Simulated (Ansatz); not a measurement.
Below is a relaxed structure of Ti₂AlN₃. The cell was found from a structure generator's guess, not taken from experiment.

All numbers below come from DFT PBE, scalar-relativistic, plane waves, PAW (Ansatz). Cutoff 420 eV, Γ-centred mesh, Gaussian smearing, no spin polarisation.

```yaml
crystal:
  lattice:
    - [2.96061, 0.00000, 0.00000]
    - [-1.48030, 2.56396, 0.00000]
    - [0.00000, 0.00000, 7.31306]
  atoms:
    - { symbol: Ti, position: [0.33333, 0.66667, 0.16127] }
    - { symbol: Ti, position: [0.66667, 0.33333, 0.83873] }
    - { symbol: Al, position: [0.00000, 0.00000, 0.50000] }
    - { symbol: N, position: [0.66667, 0.33333, 0.34434] }
    - { symbol: N, position: [0.33333, 0.66667, 0.65566] }
    - { symbol: N, position: [0.00000, 0.00000, 0.00000] }
```

The zero of energy is the elements' standard structures at the same level (N₂ as a molecule); no fitted shifts are applied.

(1) What space group does it have?

(2) How far does it lie from the elements in energy?

(3) Is it a metal?

## Answers

(1) P-3m1 (No. 164), with Ti and Al ordered on rock salt sites. Conventional cell: a = 2.961 Å, c = 7.313 Å. Around Ti lie 6 N at 2.08–2.17 Å, 9 Ti at 2.91–2.96 Å and 3 Al at 3.01 Å; Al is surrounded by 6 N at 2.05 Å, 6 Al at 2.96 Å and 6 Ti at 3.01 Å; N on a site of symmetry 3m has 3 Al at 2.05 Å and 3 Ti at 2.17 Å; around N on a site of symmetry -3m lie 6 Ti at 2.08 Å.

(2) −1.49 eV/atom. It lies below the elements, which doesn't yet make it stable against other compounds or structures.

(3) Yes, bands cross the Fermi level on the 12×12×6 mesh.

The last run used a 12×12×6 mesh (in the run's order of axes) for its 6-atom cell and Gaussian smearing of 0.10 eV. A structure relaxed within its symmetry needn't be a true minimum.
